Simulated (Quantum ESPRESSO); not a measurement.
# Kohn-Sham bands of Mg(AlC)₂ (P-3m1)

```yaml
crystal:
  lattice:
    - [3.39065, 0.00000, 0.00000]
    - [-1.69532, 2.93639, 0.00000]
    - [0.00000, 0.00000, 5.82372]
  atoms:
    - { symbol: Mg, position: [0.00000, 0.00000, 0.00000] }
    - { symbol: Al, position: [0.66667, 0.33333, 0.35001] }
    - { symbol: Al, position: [0.33333, 0.66667, 0.64999] }
    - { symbol: C, position: [0.33333, 0.66667, 0.27008] }
    - { symbol: C, position: [0.66667, 0.33333, 0.72992] }
```

Structure: Materials Project mp-9514, symmetrised, not relaxed again. Not found in the COD (Crystallography Open Database) copy used; not checked further. Computed values, not measurements, from PBEsol: Quantum ESPRESSO (norm-conserving PseudoDojo potentials, cutoff 68 Ry, no spin polarisation, no spin-orbit coupling) on a Γ-centred 6×6×4 mesh, then Wannier90. Density: 12×12×6 mesh, cold smearing 0.01 Ry.

List the Kohn-Sham levels between −8 and 4.7 eV relative to the valence-band maximum at the high-symmetry points, as a band run of pw.x on that density gives them (levels within 2 meV counted together).


| point | k (reciprocal lattice) | levels (eV) |
|---|---|---|
| Γ | 0.000 0.000 0.000 | -6.47, -1.07 (×2), -0.25, -0.19 (×2), 3.16, 4.41 |
| M | 0.500 0.000 0.000 | -6.24, -5.09, -3.67, -2.56, -2.14, -1.03, 1.95, 4.24, 4.61 |
| K | 0.333 0.333 0.000 | -5.59, -4.78 (×2), -3.33, -2.61 (×2), 2.33 |
| A | 0.000 0.000 0.500 | -4.09, -3.33, -0.90 (×2), -0.39 (×2), 4.27 |
| L | 0.500 0.000 0.500 | -6.55, -5.98, -2.35, -1.89, -1.55, -1.40, 1.79, 3.50, 3.93, 4.57 |
| H | 0.333 0.333 0.500 | -5.49 (×2), -5.21, -4.10, -1.10 (×2), 3.41 (×2), 4.24 |
